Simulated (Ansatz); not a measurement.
Rocksalt alloy of SrO and BaO (3 of 8 Sr sites exchanged), 16 atoms with displaced atoms

A calculation with Ansatz 0.2.0 (PAW, plane waves); the settings stand in the input.

Input file:

```yaml
crystal:
  lattice:
    - [0.000000, 5.262447, 5.262447]
    - [5.262447, 0.000000, 5.262447]
    - [5.262447, 5.262447, 0.000000]
  atoms:
    - { symbol: O, position: [0.742385, 0.244869, 0.259047] }
    - { symbol: O, position: [0.256237, 0.745054, 0.746293] }
    - { symbol: O, position: [0.248346, 0.750171, 0.242750] }
    - { symbol: O, position: [0.751964, 0.255425, 0.745247] }
    - { symbol: O, position: [0.249346, 0.240075, 0.756699] }
    - { symbol: O, position: [0.754989, 0.737095, 0.251516] }
    - { symbol: O, position: [0.257446, 0.246313, 0.250873] }
    - { symbol: O, position: [0.764029, 0.734424, 0.749101] }
    - { symbol: Sr, position: [0.011262, 0.986010, 0.005307] }
    - { symbol: Sr, position: [0.498713, 0.511389, 0.502325] }
    - { symbol: Sr, position: [0.987536, 0.021073, 0.504041] }
    - { symbol: Sr, position: [0.006089, 0.502563, 0.991266] }
    - { symbol: Sr, position: [0.490172, 0.004016, 0.998637] }
    - { symbol: Ba, position: [0.516134, 0.491858, 0.996583] }
    - { symbol: Ba, position: [0.503548, 0.000246, 0.493063] }
    - { symbol: Ba, position: [0.001759, 0.491723, 0.498337] }
kpoints:
  mp_grid: { grid: [2, 2, 2], shift: [0.5, 0.5, 0.5] }
hamiltonian:
  xc: pbesol
scf:
  occupations: { method: fermi_dirac, width: 0.01 }
  max_iter: 4
  convergence: { dr2_threshold: 1e-04 }
output:
  forces: true
  eigenvalues: true
  stress: true
```

Command:

```sh
ansatz run in.yaml --threads 7 --pin off --max-ram 13300MiB --runs-dir r --events-out ev --progress --plain
```

The end of the output:

```
PAW frozen core: Sr, regenerated for the run's functional, and the local potential with it (the file was generated under x = pbe(κ = 0.804, μ = 0.2195149727645171), c = pbe(β = 0.06672455060314922))
PAW frozen core: Ba, regenerated for the run's functional, and the local potential with it (the file was generated under x = pbe(κ = 0.804, μ = 0.2195149727645171), c = pbe(β = 0.06672455060314922))
PAW one-centre angular grid: O, 110 points (default); XC on 64 Gauss nodes
PAW one-centre angular grid: Sr, 110 points (default); XC on 64 Gauss nodes
PAW one-centre angular grid: Ba, 194 points (default); XC on 64 Gauss nodes
Initial density: superposition of atomic densities (neutral atoms: chi_scale 0, normalization atom), corrected by the library's trained network
Initial wavefunctions: pseudopotential atomic-orbital guess
Functional: x = pbesol(κ = 0.804, μ = 0.12345679012345678), c = pbesol(β = 0.046)
SCF iter   1: F=—  HF=-39558.036593 eV  |F-HF|=—  |Δ(HF+E_count)|=         —  Δρ=1.46e-2  dr2=6.09e-1  ethr=1.77e-3  ⟨swp⟩=11.0  Hψ=1823  notcnv=0  defer=12
preconditioner: auto → Resta (q_TF=auto, 2.379 Å⁻¹)  ε∞=3.9  [insulator: Δε(μ)=3.002 eV  Ē_g=13.538 eV  σ=0.010 eV  W_gap=1.00  n_scr=58 (ndim 8)  ℏωp=23.0 eV  f_vac=0.000  D(μ)=0.00/eV (n_scr^D=0)  ε∞_Penn≈3.9]
SCF iter   2: F=—  HF=-39557.928347 eV  |F-HF|=—  |Δ(HF+E_count)|=   1.08e-1  Δρ=6.77e-3  dr2=9.32e-2  ethr=4.76e-4  ⟨swp⟩=11.5  Hψ=2780  notcnv=0
SCF iter   3: F=—  HF=-39557.908183 eV  |F-HF|=—  |Δ(HF+E_count)|=   2.02e-2  Δρ=1.09e-3  dr2=2.91e-3  ethr=7.28e-5  ⟨swp⟩=7.8  Hψ=1989  notcnv=0
SCF iter   4: F=—  HF=-39557.908227 eV  |F-HF|=—  |Δ(HF+E_count)|=   4.43e-5  Δρ=2.86e-4  dr2=2.34e-4  ethr=2.28e-6  ⟨swp⟩=6.8  Hψ=1395  notcnv=0
Error: did not converge after 4 iterations: dr2 = 2.34e-4 (threshold 1.00e-4), under the density mixer `msr1`, which `scf.mixing.algorithm: auto` chose by the deck's other keys (type `scf.mixing.algorithm: msr1` to keep it); raise `scf.max_iter`, which need not help a stalled SCF, or adjust the mixing (`scf.mixing`) or, under a smearing, its width (`scf.occupations.width`, in either direction: ano
```

The run did not converge.
